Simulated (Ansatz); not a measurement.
A sound run on LuZr (P-6m2), field of 500 T on the spins (Ansatz, DFT, r2SCAN, PAW with Ansatz's default frozen-core files, scalar-relativistic):

```yaml
crystal:
  lattice:
    - [3.3717317774, 0.0, 0.0]
    - [-1.6858658887, 2.920005374, 0.0]
    - [0.0, 0.0, 5.26147191]
  atoms:
    - { symbol: Lu, position: [0.0, 0.0, 0.0] }
    - { symbol: Zr, position: [0.3333333333, 0.6666666667, 0.5], spin: 0.05 }
magnetization:
  spin_polarized: true
  magnetic_field: 500
kpoints:
  mp_grid: { grid: [10, 10, 6] }
scf:
  occupations: { method: fermi_dirac, width: 0.05 }
  convergence: { dr2_threshold: 1.0e-10 }
  lower_state_search: "off"
hamiltonian:
  xc: r2scan
  pseudopotentials: { kind: paw }
output:
  forces: true
  stress: true
  eigenvalues: true
```

It converged in 20 iterations. Site moments (μB): Lu1 0.09, Zr2 0.09. Cell moment 0.31 μB. Pressure -0.31 GPa.

The input is then changed, output keys apart:

```diff
-  occupations: { method: fermi_dirac, width: 0.05 }
+  occupations: { method: tetrahedron_uncorrected }
```

Q: What happens?

A: The run converged. Free energy -18938.6228 eV against -18938.6589 eV (not comparable, since the functional, the files or the filling changed), cell moment 0.36 μB, pressure -0.20 GPa.
```
Engine: ansatz 0.2.0
Pseudopotentials: kind: paw
Pseudopotential: Lu, paw, valence charge 25, recommended cutoff 500 eV (meta_gga), Lu.paw.azcp
Pseudopotential: Zr, paw, valence charge 12, recommended cutoff 500 eV (meta_gga), Zr.paw.azcp
Functional definition: r2SCAN
  parameter k0 = 0.174
  parameter k1 = 0.065
  parameter a1 = 4.9479
  exchange = r2scan_x(k0 = k0, k1 = k1, a1 = a1)
  correlation = r2scan_c
Crystal: 2 atoms, lattice volume = 51.802 Å³
Basis set: ecut = 500 eV, 1339 PW (Γ), exchange–correlation on 100×100×160 points (64 copies of the dense FFT grid, shifted against one another)
Bands: 23, of which v1, the nominal top of the filled ones, is band 19 counted from 1 (18 counted from 0)
Symmetry: 12 space group operations
Space group: P-6m2 (ITA 187), of the structure as read, at distance tolerance 3.7e-5 Å
Magnetic group: BNS 187.209 (UNI 1439), of the structure as read, at distance tolerance 3.7e-5 Å
k-points: 56 of 600 (time reversal used)
Non-local potential: Lu, projectors of the file, l = 0: 3, l = 1: 2, l = 2: 2, l = 3: 3
Non-local potential: Zr, projectors of the file, l = 0: 3, l = 1: 2, l = 2: 2, l = 3: 2
PAW form: soft (Blöchl's): semilocal exchange-correlation on the pseudo side does not see the compensation charge
[...]
  E_zeeman     = -0.010410  (= −μ_B·B·M)
  E_ewald      = -5055.156691
  E_core_change = 0.512781  (= ΣΔE_core)
  E_smearing   = -0.000080  (= −TS)
  E_closure    = 0.000000  (closes the sum)
  Σ components = -18938.622767   (vs F -18938.622767, Δ=0.00e0)
--- Forces (eV/Å), atoms counted from 1 ---
  atom   1  Lu    -0.00000000    -0.00000000     0.00000000
  atom   2  Zr     0.00000000     0.00000000     0.00000000
  max |Σ_I F_I| component: 4.63e-17 eV/Å
--- Stress (GPa, compression-positive) ---
       -0.464323      -0.000000       0.000000
        0.000000      -0.464323       0.000000
        0.000000       0.000000       0.318893
  P = ⅓ Tr σ = -0.2033 GPa (-2.033 kbar)
--- Band table (eV; the first three rows and the last of 112) ---
  k-point 0 ↑: bands = ["-43.6610", "-36.7033", "-14.3584", "-13.7661", "-13.7661", "-13.4797", "-13.4797", "-13.4748", "7.6313", "9.1021", "9.1524", "9.1732", "9.1732", "9.2055", "9.2055", "9.2487", "11.0718", "14.7855", "15.1326", "15.1326", "16.0198", "16.5801", "16.5801"]
  k-point 1 ↑: bands = ["-43.6609", "-36.7035", "-14.3132", "-13.7630", "-13.7630", "-13.5269", "-13.4830", "-13.4830", "7.8604", "9.1035", "9.1494", "9.1742", "9.1742", "9.2060", "9.2060", "9.2487", "10.9497", "14.4612", "15.0631", "15.0631", "15.8901", "16.2581", "16.2581"]
  k-point 2 ↑: bands = ["-43.6608", "-36.7037", "-14.1982", "-13.7565", "-13.7565", "-13.6553", "-13.4896", "-13.4896", "8.4928", "9.1078", "9.1431", "9.1763", "9.1763", "9.2066", "9.2066", "9.2487", "10.4490", "14.0814", "14.9739", "14.9739", "15.5121", "15.8893", "15.8893"]
  k-point 55 ↓: bands = ["-43.5316", "-36.5256", "-14.0852", "-14.0742", "-13.9272", "-13.7097", "-13.5459", "-13.4538", "9.2154", "9.2333", "9.2379", "9.2477", "9.2514", "9.2679", "9.2904", "12.5356", "12.8666", "13.4463", "13.5620", "13.9885", "14.6615", "16.9924", "17.0186"]
```
